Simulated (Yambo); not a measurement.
Yambo input for LiNbF6 (space group R-3, No. 148) (a = b = c = 5.430 Å, α = β = γ = 56.19°), on LDA (pw.x of Quantum ESPRESSO, ONCV potentials, scalar-relativistic) wavefunctions on a 4×4×4 mesh:

```
optics
chi
dipoles
kernel
FFTGvecs= 40 Ry
Chimod= "HARTREE"
NGsBlkXd= 3 Ry
% QpntsRXd
 1 | 1 |
%
% BndsRnXd
 2 | 89 |
%
GrFnTpXd= "R"
% EnRngeXd
 0.0 | 20.0 | eV
%
% DmRngeXd
 0.2 | 0.2 | eV
%
CGrdSpXd= 50
ETStpsXd= 161
% LongDrXd
 1.0 | 0.0 | 0.0 |
%
```

First lines of the file o-*.eps_q1_inv_rpa_dyson:

```
Absorption @ Q(1):   1.00000000     0.00000000     0.00000000    [q->0 direction]
#
# [ X ] Hartree size     :   65
# [GEN] GF Energies     : Slater exchange(X)+Perdew & Wang(C)
# [GEN] Green`s Function     : Retarded
#
# [GEN] Gauge     : Length
# [GEN] [r,Vnl] included     : yes
#
#    E[1] [eV]     Im(eps)     Re(eps)     Im(eps_o)     Re(eps_o)
#
     0.000000     -0.308117E-8     2.346772     -0.12383E-17     2.863631
     0.125000     0.628468E-3     2.346967     0.001391     2.864064
     0.250000     0.001259     2.347556     0.002787     2.865364
     0.375000     0.001893     2.348538     0.004196     2.867537
     0.500000     0.002533     2.349917     0.005624     2.870594
     0.625000     0.003181     2.351697     0.007078     2.874546
     0.750000     0.003839     2.353885     0.008564     2.879413
     0.875000     0.004509     2.356486     0.010090     2.885217
     1.000000     0.005193     2.359508     0.011664     2.891984
     1.125000     0.005895     2.362963     0.013294     2.899747
     1.250000     0.006616     2.366860     0.014990     2.908544
     1.375000     0.007360     2.371213     0.016763     2.918419
     1.500000     0.008129     2.376037     0.018623     2.929422
     1.625000     0.008928     2.381349     0.020585     2.941611
     1.750000     0.009759     2.387169     0.022662     2.955053
     1.875000     0.010628     2.393516     0.024872     2.969825
     2.000000     0.011540     2.400418     0.027234     2.986012
     2.125000     0.012498     2.407900     0.029769     3.003716
     2.250000     0.013510     2.415994     0.032504     3.023051
     2.375000     0.014583     2.424736     0.035468     3.044147
     2.500000     0.015725     2.434164     0.038698     3.067156
     2.625000     0.016945     2.444325     0.042235     3.092253
     2.750000     0.018254     2.455268     0.046131     3.119640
     2.875000     0.019665     2.467054     0.050445     3.149553
     3.000000     0.021193     2.479748     0.055253     3.182269
     3.125000     0.022856     2.493428     0.060645     3.218111
     3.250000     0.024677     2.508182     0.066735     3.257468
     3.375000     0.026681     2.524114     0.073664     3.300798
     3.500000     0.028902     2.541345     0.081614     3.348658
     3.625000     0.031382     2.560018     0.090815     3.401721
     3.750000     0.034171     2.580302     0.101570     3.460814
     3.875000     0.037337     2.602402     0.114282     3.526965
     4.000000     0.040967     2.626567     0.129492     3.601463
```
(The file goes on to the top of the energy range.) Convergence of the RPA response with its 4×4×4 mesh was not tested.

Spin-orbit coupling is not included.

Geometry of the Materials Project entry, not relaxed at this level.

The structure is a Materials Project entry; no match was found in the copy of COD used, and its stability was not checked.
